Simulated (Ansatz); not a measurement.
A geometry of MgS away from equilibrium: step 2 of the relaxation of a generated trial cell of MgS in the AFLOW prototype AB_oP8_62_c_c (B16, as in GeS). Calculation: r2SCAN (plane waves to 500 eV, PAW, scalar-relativistic; Ansatz, a quantum-chemistry and plane-wave program). Γ-centred k-mesh 3×9×8 on the run's cell, Fermi–Dirac smearing 0.05 eV. The plane waves were selected for a different cell earlier on the path.

```yaml
crystal:
  lattice:
    - [10.51330, 0.00000, 0.00000]
    - [0.00000, 3.71712, 0.00000]
    - [0.00000, 0.00000, 4.16582]
  atoms:
    - { symbol: Mg, position: [0.37215, 0.25000, 0.32226] }
    - { symbol: Mg, position: [0.87215, 0.25000, 0.17774] }
    - { symbol: Mg, position: [0.62785, 0.75000, 0.67774] }
    - { symbol: Mg, position: [0.12785, 0.75000, 0.82226] }
    - { symbol: S, position: [0.13447, 0.25000, 0.37513] }
    - { symbol: S, position: [0.63447, 0.25000, 0.12487] }
    - { symbol: S, position: [0.86553, 0.75000, 0.62487] }
    - { symbol: S, position: [0.36553, 0.75000, 0.87513] }
```

Give the Cartesian forces on all atoms (eV/Å).


```json
[
 {"atom": "Mg1", "Fx": "-0.11", "Fy": "0.00", "Fz": "-0.37"},
 {"atom": "Mg2", "Fx": "-0.11", "Fy": "0.00", "Fz": "0.37"},
 {"atom": "Mg3", "Fx": "0.11", "Fy": "0.00", "Fz": "0.37"},
 {"atom": "Mg4", "Fx": "0.11", "Fy": "0.00", "Fz": "-0.37"},
 {"atom": "S5", "Fx": "-0.43", "Fy": "0.00", "Fz": "-0.69"},
 {"atom": "S6", "Fx": "-0.43", "Fy": "0.00", "Fz": "0.69"},
 {"atom": "S7", "Fx": "0.43", "Fy": "0.00", "Fz": "0.69"},
 {"atom": "S8", "Fx": "0.43", "Fy": "0.00", "Fz": "-0.69"}
]
```

The path ends in Fm-3m (No. 225) (rock salt type). No spin polarisation in the result.

The run could not lose the symmetry of its start; a randomly shaken copy of 4 atoms returns to this structure.
